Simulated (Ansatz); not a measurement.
# InBi2B (ordering on zincblende): the band gap by level of theory

All numbers come from Ansatz 0.2.0. Note: simulated data, non-magnetic, for a generated structure that need not be the stable one.

The cell is InBi2B as one 4-atom ordering (P-4m2) on the zincblende lattice; cell and atoms were relaxed with r2SCAN. The symmetry is P-4m2 (No. 115, tetragonal); a = 4.259 Å, c = 6.417 Å in the conventional setting, 29.10 Å³ an atom. Around B lie 4 Bi at 2.49 Å; around Bi lie 2 B at 2.49 Å and 2 In at 2.87 Å; around In lie 4 Bi at 2.87 Å.

```
CELL_PARAMETERS angstrom
4.25910 0.00000 0.00000
0.00000 4.25910 0.00000
0.00000 0.00000 6.41739
ATOMIC_POSITIONS crystal
B 0.00000 0.00000 0.00000
Bi 0.00000 0.50000 0.20127
In 0.50000 0.50000 0.50000
Bi 0.50000 0.00000 0.79873
```

Relaxed lattice by functional, symmetry kept:
```
functional  k mesh  a (Å)  c (Å)  volume (Å³/atom)
       PBE   6×6×4  4.262  6.597             29.95
    r2SCAN   6×6×4  4.259  6.417             29.10
```

Gaps on the r2SCAN cell, each the least over its mesh and the special points:
```csv
level,k mesh,gap (eV),kind,edges,least direct gap (eV),rough cost
PBE,6×6×4,none (overlap 0.90),–,–,–,27 core-seconds
PBE+SOC,6×6×4,none (overlap 0.89),–,–,–,90 core-seconds
r2SCAN,6×6×4,none (overlap 0.83),–,–,–,30 core-seconds
```
All runs use a smearing of 0.02 eV.
Wave cutoffs: 420 eV, 500 eV (r2SCAN).
Points off the special ones are mesh points or PBE's searched band edges, reused at the other levels.
Costs come from shared machines and give only the order; PBE's includes the band path. The runs had 2 threads of Arm Neoverse V1 (shared host).

r2SCAN gives no gap: the lowest nominally empty band dips 0.83 eV below the top of the last filled one (its bottom at R–A (0.10 of the way from R), the top at Γ), so the cell is a metal or semimetal at this level. With PBE+SOC the bands overlap by 0.89 eV (counted from 1, band 46 peaks at Γ and band 47 bottoms out at R–A (0.10 of the way from R)): no gap.

No level opens a gap, but no hybrid is among them, and semilocal functionals can close a real gap.

Only the levels marked +SOC include spin-orbit coupling.
